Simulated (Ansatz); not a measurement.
Computed with DFT PBE, scalar-relativistic, plane waves, PAW (Ansatz). All cells share a 420 eV cutoff and Γ-centred k meshes spaced about 0.3 Å⁻¹ or finer (0.25 for metals, 2π included). No spin polarisation.

A search over trial structures of Si5PdW gave this relaxed cell.

```
CELL_PARAMETERS angstrom
3.80963 0.00000 0.00000
0.00000 3.80963 0.00000
0.00000 0.00000 7.23997
ATOMIC_POSITIONS crystal
Si 0.50000 0.00000 0.76381
Si 0.50000 0.00000 0.23619
Si 0.00000 0.50000 0.76381
Si 0.00000 0.50000 0.23619
Si 0.00000 0.00000 0.50000
Pd 0.00000 0.00000 0.00000
W 0.50000 0.50000 0.50000
```

Wave vectors count in units of this cell's reciprocal vectors.

**Question.** Is it a true minimum?

**Answer.** No. The phonons on a 2×2×1 q mesh of the computed 7-atom cell go imaginary, to 161i cm⁻¹ at q = (-0.50, -0.50, 0.00). (Phonon run: 8×8×4 k mesh, Gaussian smearing of 0.10 eV.) With atoms moved at random and symmetry off, it falls by 94 meV/atom into Pmmm (No. 47). Conventional cell: a = 3.370 Å, b = 4.251 Å, c = 7.252 Å. Si on a site of symmetry mm2 is surrounded by 2 Si at 2.45 Å, 2 Pd at 2.50 Å, 4 Si at 2.73 Å and 2 W at 2.77 Å; Si on a second site of symmetry mm2 has 2 Pd at 2.63 Å, 2 W at 2.68 Å, 4 Si at 2.73 Å, 3 Si at 2.97–3.10 Å and 2 Si at 3.37 Å; around Pd lie 8 Si at 2.50–2.63 Å; W is surrounded by 12 Si at 2.68–2.77 Å and 2 W at 3.37 Å; 1 more site not described.

```
CELL_PARAMETERS angstrom
3.36984 0.00000 0.00000
0.00000 4.25083 0.00000
0.00000 0.00000 7.25206
ATOMIC_POSITIONS crystal
Si 0.00000 0.50000 0.24524
Si 0.00000 0.50000 0.75476
Si 0.50000 0.00000 0.28658
Si 0.50000 0.00000 0.71342
Si 0.50000 0.50000 0.00000
Pd 0.50000 0.50000 0.50000
W 0.00000 0.00000 0.00000
```

Spin–orbit coupling, which can matter for W, is left out. Phonons of metals hang on the k mesh and the smearing.
